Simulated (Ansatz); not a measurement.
# SnTe$_{3}$: vibrational free energy, entropy and heat capacity

Computed with DFT PBE, scalar-relativistic, plane waves, PAW (Ansatz). Settings: 420 eV plane-wave cutoff, Γ-centred 10×10×10 mesh, Fermi-Dirac smearing of 0.15 eV. No spin polarisation. Phonons by linear response, acoustic sum rule imposed.

The cell, relaxed at this level:
```
Sn Te
1.0
    -3.20698    3.20698    3.20698
     3.20698   -3.20698    3.20698
     3.20698    3.20698   -3.20698
Sn Te
1 3
Direct
  0.00000 0.00000 0.00000
  0.00000 0.50000 0.50000
  0.50000 0.00000 0.50000
  0.50000 0.50000 0.00000
```

It was reached by relaxing an invented guess, and it needn't be the stable form of this composition. In a metal, frequencies and elastic constants depend on the k mesh and the smearing, soft modes and shear constants most. Spin–orbit coupling is left out, which matters for heavy elements.

Force constants from linear response on a 2×2×2 q mesh, interpolated to a fine mesh.

Problem. Give the zero-point energy per atom.

Solution. 13.0 meV.

Problem. How large are the vibrational entropy and heat capacity at 300 K?

Solution. S = 6.54 k_B and C_V = 2.97 k_B per atom, 99 % of the Dulong–Petit value.

Problem. Tabulate them against temperature.

Solution.
```tsv
T (K)	F_vib (meV/atom)	S (k_B/atom)	C_V (k_B/atom)
100	-0.7	3.37	2.73
200	-39.1	5.34	2.93
300	-90.6	6.54	2.97
400	-150.8	7.39	2.98
500	-217.5	8.06	2.99
600	-289.4	8.60	2.99
700	-365.6	9.07	2.99
800	-445.5	9.47	3.00
900	-528.6	9.82	3.00
1000	-614.6	10.13	3.00
```
